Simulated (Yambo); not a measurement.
RPA spectrum of BiClO (space group P4/nmm, No. 129) on PBEsol bands in Yambo (4×4×2 mesh, 94 bands, 3 Ry local-field block, 0.2 eV broadening; field along x). CGrdSpXd merges neighbouring transition energies to save time; the report line [X-CG] gives the poles kept by one of the 4 MPI tasks, and where the merging fails may depend on that split. Axes are Cartesian, with cell vectors (Å) (3.89, 0.00, 0.00), (0.00, 3.89, 0.00), (0.00, 0.00, 7.49).

```csv
CGrdSpXd asked (%),share reached (%),poles used (one task),static ε,largest change of Im ε (% of its maximum),rough time
100,100,3064,6.62,0.0,1
70,69,2140,6.62,0.1,within a factor of two
30,28,868,6.62,0.9,within a factor of two
15,2,75,6.81,31,about 1/4
5,2,75,6.81,31,about 1/3
```

All runs end normally. In the runs at 15 %, 5 % few poles are left or the spectrum changes by over a quarter of its peak, and no warning says so. Times are rough ratios from shared machines. The k mesh wasn't tested; the rows compare only with each other.

Spin-orbit coupling is not included.

Geometry of the Materials Project entry, not relaxed at this level; primitive cell a = 3.8934 Å, b = 3.8934 Å, c = 7.4932 Å, α = 90.00°, β = 90.00°, γ = 90.00°.
